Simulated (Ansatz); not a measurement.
Relaxed-ion elastic tensor of Ge$_{2}$Sb$_{2}$Te$_{5}$ in space group P-3m1 (No. 164; Pearson symbol hP9) in GPa (Voigt order), r²SCAN+D4 in the plane-wave PAW code Ansatz; density 6.16 g/cm³, 30.73 Å³ per atom.

|  | 1 | 2 | 3 | 4 | 5 | 6 |
|---|---|---|---|---|---|---|
| 1 | 73.3 | 23.0 | 15.9 | -10.0 | 0.0 | 0.0 |
| 2 | 23.0 | 73.3 | 15.9 | 10.0 | 0.0 | 0.0 |
| 3 | 15.9 | 15.9 | 27.0 | 0.0 | 0.0 | 0.0 |
| 4 | -10.0 | 10.0 | 0.0 | 20.2 | 0.0 | 0.0 |
| 5 | 0.0 | 0.0 | 0.0 | 0.0 | 20.2 | -10.0 |
| 6 | 0.0 | 0.0 | 0.0 | 0.0 | -10.0 | 25.2 |

Is the crystal mechanically stable?

Yes: the smallest eigenvalue of C is 12.4 GPa.

Work out the Voigt, Reuss and Hill averages.

K_V = 31.4, K_R = 24.2, K_H = 27.8; G_V = 21.0, G_R = 16.0, G_H = 18.5 GPa.

Give Young's modulus, Poisson's ratio, Pugh's ratio and the universal anisotropy index.

E = 9KG/(3K + G) = 45.5 GPa; ν = 0.23; K/G = 1.50 (brittle by the Pugh limit of 1.75); A_U = 5G_V/G_R + K_V/K_R − 6 = 1.86.

Estimate the sound speeds and the Debye temperature.

v_l = √((K + 4G/3)/ρ) = 2920 m/s, v_t = √(G/ρ) = 1730 m/s, mean 1920 m/s; Θ = (h/k)(3n/4πV)^(1/3) v_m = 183 K.

Solve the Christoffel equation for the three sound speeds along x, y, z.

Eigenvalues of C_ijkl n_j n_l equal ρv². In km/s, slowest first: x 1.42, 2.31, 3.45; y 1.73, 2.02, 3.49; z 1.81, 1.81, 2.09.

How much does each axis shrink under pressure?

Linear compressibilities β_i = Σ_j S_ij (j = 1 to 3): x 5.3, y 5.3, z 31 per TPa.

The cell was relaxed with r²SCAN+D4 under the symmetry of its start. As this level gives no gap, shear constants depend on the k-mesh and smearing (Fermi–Dirac, 0.1 eV here). Scalar-relativistic: spin–orbit coupling is off unless named, which matters more the heavier the elements.

Potentials: the later of the program's two PAW sets.
